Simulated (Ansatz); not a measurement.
One crystal and one scan (scan of one atom of the cell) at two levels, PBE (plane waves to 420 eV, PAW, scalar-relativistic; Ansatz, a quantum-chemistry and plane-wave program) and r2SCAN (plane waves to 500 eV, PAW, scalar-relativistic; Ansatz), each from its own relaxed cell and on its own mesh.

The crystal is C (diamond); one C atom of a 4-atom cell moves by s along Cartesian [110], with its periodic images.

The energy includes the smearing's −TS. C was relaxed with its symmetry unable to fall. The PAW data are Ansatz's earlier set. Both scans cover s from -0.150 to 0.150 Å.

| quantity | run 1 | run 2 |
|---|---|---|
| Lattice constant a (Å) | 3.572 | 3.560 |
| Band gap of the relaxed cell, no spin-orbit coupling (eV) | 4.13 | 4.36 |
| Energy at s = 0.150 Å (meV/cell) | 419 | 440 |
| Force along the line at s = -0.150 Å (eV/Å) | 5.560 | 5.835 |
| Force constant k = d²E/ds² at s = 0 (finite differences) (eV/Å²) | 37.34 | 39.22 |

**Question.** Which run is which level?

**Answer.** Run 1 is PBE, run 2 is r2SCAN. PBE gives the higher value for: lattice constant a. PBE gives the lower value for: band gap of the relaxed cell, no spin-orbit coupling; energy at s = 0.150 Å; force along the line at s = -0.150 Å; force constant k = d²E/ds² at s = 0. Both give the same symmetry of the curve: even: the same for both signs.

(A displaced cell: forces are minus the slopes of the energy, force constants its curvatures, and phonons follow from these.)
